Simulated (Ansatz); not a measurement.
Al: two-dimensional strain map

Method: DFT r2SCAN, scalar-relativistic, plane waves, PAW in Ansatz. Settings: plane waves to 500 eV, k-mesh 20×20×20 (Γ-centred), Gaussian smearing 0.15 eV. No spin polarisation. Energies are free energies at this smearing, counted from the undisturbed cell; pressure is positive in compression.

Reference structure (as given, not relaxed at this level; it stands at 0.5 GPa; this bcc form isn't the usual structure):

```
CELL_PARAMETERS angstrom
-1.59122 1.59122 1.59122
1.59122 -1.59122 1.59122
1.59122 1.59122 -1.59122
ATOMIC_POSITIONS crystal
Al 0.00000 0.00000 0.00000
```

The cell is strained by p along both x and y and by q along z, fractional coordinates fixed. Points are written (p, q).

Energy above the undisturbed cell in meV/atom (a dash: not computed):

| p \ q | -0.050 | -0.025 | 0.000 | 0.025 | 0.050 |
| --- | --- | --- | --- | --- | --- |
| -0.050 | 119.1 | 80.3 | 47.5 | 20.0 | -2.5 |
| -0.025 | 50.7 | 29.5 | 12.1 | -0.7 | -9.7 |
| 0.000 | ? | 2.5 | 0.0 | 0.1 | 3.4 |
| 0.025 | -7.4 | -2.7 | 6.5 | 18.3 | 32.1 |
| 0.050 | -4.6 | ? | 29.4 | ? | ? |

**Question.** Fill in the withheld energies.

**Answer.** (0.000, -0.050): 9.7; (0.050, -0.025): 10.6; (0.050, 0.025): 50.8; (0.050, 0.050): 73.5.